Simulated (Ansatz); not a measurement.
Bi₂SO₂:
```
CELL_PARAMETERS angstrom
      3.94070     0.00000     0.00000
     -1.97035     3.41275     0.00000
      0.00000     0.00000     6.76172
ATOMIC_POSITIONS crystal
  Bi 0.66667 0.33333 0.77695
  Bi 0.33333 0.66667 0.22305
  S  0.00000 0.00000 0.50000
  O  0.66667 0.33333 0.12193
  O  0.33333 0.66667 0.87807
```

The program Ansatz at the PBEsol level (PAW) gives a gap of 1.63 eV without spin–orbit coupling, maximum on the Γ–A line, 33 % of the way from Γ, minimum at L.

Task: What happens when spin–orbit coupling is switched on?

Result: The gap decreases by 0.47 eV, to 1.16 eV; maximum on the Γ–A line, 26 % of the way from Γ, minimum at A.

Task: Give the electron effective mass with spin–orbit coupling.

Result: 0.41, 0.41, 0.49 mₑ (principal values).

Space group P-3m1. The start of the workflow was typed in or built on a structure type; neither database checked (COD, Materials Project) lists it. Whether it is the stable phase at ambient conditions was not checked. Symmetry was held in the PBEsol relaxation; its stability against distortions is not shown here. The volume moved by 33 % from the start of the relaxation.

Potentials: the earlier of the program's two PAW sets. The files were generated under PBE; for other functionals the program regenerates the frozen cores, and for LDA and PBEsol the local potential too.
